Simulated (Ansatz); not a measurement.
# Is this Li2H structure stable?

The structure comes from a generated guess, relaxed at this level; another structure or a mixture of phases may lie lower.

Method: Ansatz, DFT PBE, scalar-relativistic, plane waves, PAW. Settings of the last relaxation (6-atom cell): 420 eV, 16×16×8 k points, Gaussian smearing of 0.10 eV, no spin polarisation.

```
Li H
1.0
     1.27762   -5.65081    0.00000
     1.27762    5.65081    0.00000
     0.00000    0.00000    4.92947
Li H
4 2
Direct
  0.05011 0.94989 0.27011
  0.94989 0.05011 0.77011
  0.81571 0.18429 0.34586
  0.18429 0.81571 0.84586
  0.43708 0.56292 0.45903
  0.56292 0.43708 0.95903
```

Energies over the elements count from the elements' standard structures at the same level (H₂ as a molecule), with no fitted energy shifts.

**Question.** These tests were run: energy against the elements; random kick, then relaxation without symmetry; phonons at Γ. What do they show?

**Answer.**

```json
{"test": "energy against the elements", "result": "−0.20 eV/atom"}
{"test": "random kick, then relaxation without symmetry", "result": "returns"}
{"test": "phonons at Γ", "result": "lowest optical mode 134 cm⁻¹"}
```

It fails none of these tests. Whether a mixture of other phases lies lower isn't tested here. Phonons away from Γ weren't computed.

With hydrogen, zero-point motion can shift formation energies by some tens of meV/atom. The kick test ran on a coarse mesh. The run for the phonons used a 16×16×8 k mesh and Fermi–Dirac smearing of 0.15 eV.
